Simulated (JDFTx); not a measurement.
| Property | Result |
|---|---|
| surface | Os(1 0 -1 0) |
| bulk | Os, P6_3/mmc, lattice of mp-49 (not re-optimised) |
| slab | 6 atoms in 6 planes, 1x1, 5.3 Å between the outermost planes |
| in-plane cell | 2.746 × 4.326 Å, 11.88 Å² |
| cell height | 21.5 Å |
| sampling | 8×6×1 k mesh, Fermi smearing 0.01 Ha, no spin polarisation |

Computed with a modified build of JDFTx: PBE, GBRV ultrasoft potentials, plane waves to 20/100 Ha. Liquid on both sides: linear PCM (GLSSA13), water, 2 M NaF; nuclei fixed. 

Charging data:

| U − U_pzc (V) | σ (μC/cm²) |
|---|---|
| -0.30 | -4.77 |
| 0.00 | 0.00 |
| 0.30 | 5.52 |

Worked example: a check of Lippmann's equation. The grand free energy per area against the neutral slab, Δγ = [F(N) − F(N₀) − μ(N − N₀)]/2A, is taken from the total energies of the same runs.

```csv
U − U_pzc (V),Δγ (mJ/m²)
-0.30,-7.3
0.00,0.0
0.30,-8.1
```

Δγ is largest at zero charge and falls away from it, as dγ/dU = −σ demands. At 0.30 V the computed -8.1 mJ/m² stands beside -8.3 mJ/m² from the constant-capacitance formula.
